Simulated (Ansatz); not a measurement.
AlRu:
```
CELL_PARAMETERS angstrom
      0.00000     2.46865     2.46865
      2.46865     0.00000     2.46865
      2.46865     2.46865     0.00000
ATOMIC_POSITIONS crystal
  Ru 0.00000 0.00000 0.00000
  Al 0.50000 0.50000 0.50000
```

Relaxed with r²SCAN. Special points in fractions of this cell's reciprocal vectors: Γ (0.000, 0.000, 0.000); X (0.500, 0.000, 0.500); U (0.625, 0.250, 0.625); K (0.375, 0.375, 0.750); L (0.500, 0.500, 0.500); W (0.500, 0.250, 0.750).

Q: List the band energies nearest the Fermi level at these points for r²SCAN with spin–orbit coupling in the plane-wave PAW code Ansatz.

A: In eV from the Fermi level; about four levels below and three above (degenerate sets whole), none deeper than 8.9 eV; points with the same levels are listed once.

```json
[
 {"k": "Γ", "below": "-1.85 -1.85 -1.85 -1.85", "above": "7.04 7.04 7.23 7.23 7.23 7.23"},
 {"k": "X", "below": "-2.68 -2.68 -1.09 -1.09", "above": "0.04 0.04 0.21 0.21"},
 {"k": "U", "below": "-2.04 -2.04 -0.19 -0.19", "above": "0.50 0.50 1.43 1.43"},
 {"k": "L", "below": "-0.37 -0.37 -0.30 -0.30", "above": "1.48 1.48 7.95 7.95"},
 {"k": "W", "below": "-3.43 -3.43 -2.61 -2.61", "above": "0.12 0.12 1.43 1.43"}
]
```

Space group Fm-3m (rock salt). The start of the workflow was typed in or built on a structure type; neither database checked (COD, Materials Project) lists it. COD files the formula under space group No. 221, so this cell is another polymorph or a model. Its standing as an ambient phase is unchecked. The cell was relaxed with r²SCAN under the symmetry of its start. At this level the phase is mechanically unstable. No spin polarisation was allowed. Its formation energy is positive at this level, so the cell may be metastable or incomplete.

Potentials: the earlier of the program's two PAW sets.
